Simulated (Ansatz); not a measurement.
RbNb6S8 in space group P-3 (No. 147; Rb on 1b, Nb on 6g, S on 2d, S on 6g) under volume change, the program Ansatz at the LDA level (PAW), shape and atoms relaxed at each volume.

```
V (Å³/atom)  E − E(relaxed) (meV/atom)  P (GPa)
-----------  -------------------------  -------
15.918                            64.0    14.25
16.443                            26.7     8.66
16.968                             ___      ___
17.492                             0.0     0.01
18.017                             5.5    -3.29
18.542                            20.9    -6.01
19.067                             ___      ___
```

Q: Fill in the missing entries.

A: 
- 19.067, E − E(relaxed) (meV/atom): 44.3
- 19.067, P (GPa): -8.21
- 16.968, E − E(relaxed) (meV/atom): 6.3
- 16.968, P (GPa): 3.95

Q: What does a third-order Birch–Murnaghan fit give for V₀, B₀ and B′?

A: V₀ = 17.49 Å³/atom, B₀ = 119 GPa, B′ = 5.1.

The workflow started from a Materials Project entry (that database holds measured and hypothetical structures alike); the Crystallography Open Database copy checked does not list it. Whether it is the stable phase at ambient conditions was not checked. The cell was relaxed with LDA under the symmetry of its start; its stability against distortions is not shown here. No spin polarisation was allowed.

Potentials: the later of the program's two PAW sets.
